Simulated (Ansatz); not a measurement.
Here is the system:

Cu3Sb:
```cif
data_Cu6Sb2
_chemical_formula_sum 'Cu6 Sb2'
_space_group_name_H-M_alt 'Pmmn :1'
_space_group_IT_number 59
_space_group_name_Hall 'P 2 2ab -1ab'
_cell_length_a 4.19316
_cell_length_b 5.35105
_cell_length_c 5.11965
_cell_angle_alpha 90.000
_cell_angle_beta 90.000
_cell_angle_gamma 90.000
loop_
_space_group_symop_operation_xyz
  'x, y, z'
  '-x, -y, z'
  'x+1/2, -y+1/2, -z'
  '-x+1/2, y+1/2, -z'
  '-x+1/2, -y+1/2, -z'
  'x+1/2, y+1/2, -z'
  '-x, y, z'
  'x, -y, z'
loop_
_atom_site_label
_atom_site_type_symbol
_atom_site_symmetry_multiplicity
_atom_site_Wyckoff_symbol
_atom_site_fract_x
_atom_site_fract_y
_atom_site_fract_z
_atom_site_occupancy
Cu1 Cu 2 b 0.50000 0.00000 0.27531 1
Cu2 Cu 4 e 0.00000 0.24638 0.14418 1
Sb1 Sb 2 a 0.00000 0.00000 0.64964 1
```

This is the PBEsol-relaxed structure.

Task: All from PBEsol in the plane-wave PAW code Ansatz, unless another level is named. Give the electronic character.

Result: metallic (no gap).

Task: What about the density of states at the Fermi level?

Result: 0.28 states/eV per atom (mean over ±0.08 eV).

Task: Give the gap with spin–orbit coupling.

Result: none (metallic).

The first step of the workflow began from a Materials Project structure, measured or hypothetical; the Crystallography Open Database copy checked does not list it. Its standing as an ambient phase is unchecked. The PBEsol relaxation kept the symmetry of its start; its stability against distortions is not shown here. No spin polarisation was allowed. Spin–orbit coupling is left out wherever it is not named.

Potentials: the later of the program's two PAW sets.
